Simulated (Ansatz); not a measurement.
NaF:
```yaml
crystal:
  lattice:
    - [0.00000, 2.53186, 2.53186]
    - [2.53186, 0.00000, 2.53186]
    - [2.53186, 2.53186, 0.00000]
  atoms:
    - { symbol: Na, position: [0.00000, 0.00000, 0.00000] }
    - { symbol: F, position: [0.25000, 0.25000, 0.25000] }
```

Cartesian axes are those of the cell as given.

### Question
Give the proper piezoelectric stress tensor with relaxed ions from the program Ansatz at the r²SCAN level (PAW).

### Answer
In C/m², rows x, y, z, Voigt columns; mesh uncertainty up to 0.00.
```
0.00  0.00  0.00  0.49  0.00  0.00
0.00  0.00  0.00  0.00  0.49  0.00
0.00  0.00  0.00  0.00  0.00  0.49
```

The elastic tensor of the same run (GPa):

```
39.7  36.1  36.1   0.0   0.0   0.0
36.1  39.7  36.1   0.0   0.0   0.0
36.1  36.1  39.7   0.0   0.0   0.0
 0.0   0.0   0.0  14.2   0.0   0.0
 0.0   0.0   0.0   0.0  14.2   0.0
 0.0   0.0   0.0   0.0   0.0  14.2
```

### Question
Convert to strain constants d = e·S.

### Answer
In pC/N:
```
 0.0   0.0   0.0  34.6   0.0   0.0
 0.0   0.0   0.0   0.0  34.6   0.0
 0.0   0.0   0.0   0.0   0.0  34.6
```

Space group F-43m (zinc blende). The start of the workflow was typed in or built on a structure type; neither database checked (COD, Materials Project) lists it. It is not the phase usual at ambient conditions (space group No. 225). The r²SCAN relaxation kept the symmetry of its start; its stability against distortions is not shown here.

Potentials: the later of the program's two PAW sets.
